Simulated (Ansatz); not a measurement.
LaZn₂:
```
LaZn2
1.0
   -2.33783     3.81255     3.71532
    2.33783    -3.81255     3.71532
    2.33783     3.81255    -3.71532
La Zn
2 4
Direct
  0.79483   0.54483   0.25000
  0.20517   0.45517   0.75000
  0.77229   0.83671   0.93558
  0.22771   0.16329   0.06442
  0.40113   0.83671   0.56442
  0.59887   0.16329   0.43558
```

Relaxed with r²SCAN. Special points in fractions of this cell's reciprocal vectors: Γ (0.000, 0.000, 0.000); X (0.500, -0.500, 0.500); F0 (0.344, -0.344, 0.656); Σ0 (-0.344, 0.344, 0.344); Λ0 (0.487, 0.487, -0.487); G0 (0.513, -0.487, 0.487); R (0.000, 0.500, 0.000); W (0.250, 0.250, 0.250); S (0.500, 0.000, 0.000); T (0.000, 0.000, 0.500).

List the band energies nearest the Fermi level at these points for the program Ansatz at the r²SCAN level (PAW).

In eV from the Fermi level; about four levels below and three above (degenerate sets whole), none deeper than 8.9 eV; points with the same levels are listed once.

| k | below | above |
|---|---|---|
| Γ | -1.33 -1.08 -0.92 -0.44 | 0.95 1.49 2.12 |
| X | -4.64 -2.31 -0.43 -0.30 | 1.04 1.14 1.31 |
| F0 | -4.46 -2.17 -1.61 -1.30 | 0.19 0.35 1.50 |
| Λ0 | -4.63 -2.31 -0.43 -0.30 | 1.04 1.10 1.35 |
| R | -1.99 -1.18 -0.73 -0.66 | 0.44 0.65 1.34 |
| W | -0.54 -0.54 -0.08 -0.08 | 1.20 1.20 1.90 1.90 |
| S | -2.25 -2.03 -0.93 -0.90 | 0.07 0.41 0.50 |
| T | -1.08 -1.08 0.00 0.00 | 0.71 0.71 2.07 2.07 |

Space group Imma. The workflow started from a Materials Project entry (that database holds measured and hypothetical structures alike); the Crystallography Open Database files this formula in space group No. 74, but the cells were not matched. Its standing as an ambient phase is unchecked. The cell was relaxed with r²SCAN under the symmetry of its start; its stability against distortions is not shown here. Spin–orbit coupling is left out wherever it is not named.

Potentials: the later of the program's two PAW sets.
